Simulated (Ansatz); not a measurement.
CuI2 in space group P4/mmm (No. 123; Cu on 1a, I on 2f) under volume change, DFT-PBE+D3(BJ) in the program Ansatz with PAW potentials, shape and atoms relaxed at each volume.

| V (Å³/atom) | E − E(relaxed) (meV/atom) | P (GPa) |
|---|---|---|
| 34.373 | 14.5 | 1.36 |
| 35.506 | 6.4 | 0.93 |
| 36.640 | 1.4 | 0.42 |
| 37.773 | 0.0 | 0.00 |
| 38.906 | ___ | ___ |
| 40.039 | 4.2 | -0.53 |
| 41.172 | ___ | ___ |

Question: Complete the blanks.

Answer: 
- 38.906, E − E(relaxed) (meV/atom): 1.2
- 38.906, P (GPa): -0.31
- 41.172, E − E(relaxed) (meV/atom): 8.5
- 41.172, P (GPa): -0.66

Question: What does a third-order Birch–Murnaghan fit give for V₀, B₀ and B′?

Answer: V₀ = 37.88 Å³/atom, B₀ = 10.9 GPa, B′ = 6.0.

The first step of the workflow began from a Materials Project structure, measured or hypothetical; the Crystallography Open Database copy checked does not list it. Whether it is the stable phase at ambient conditions was not checked. Symmetry was held in the PBE+D3(BJ) relaxation; whether a distortion lowers the energy is not shown. No spin polarisation was allowed. Its formation energy is positive at this level, so the cell may be metastable or incomplete. Scalar-relativistic: spin–orbit coupling is off unless named, which matters more the heavier the elements.

Potentials: the later of the program's two PAW sets.
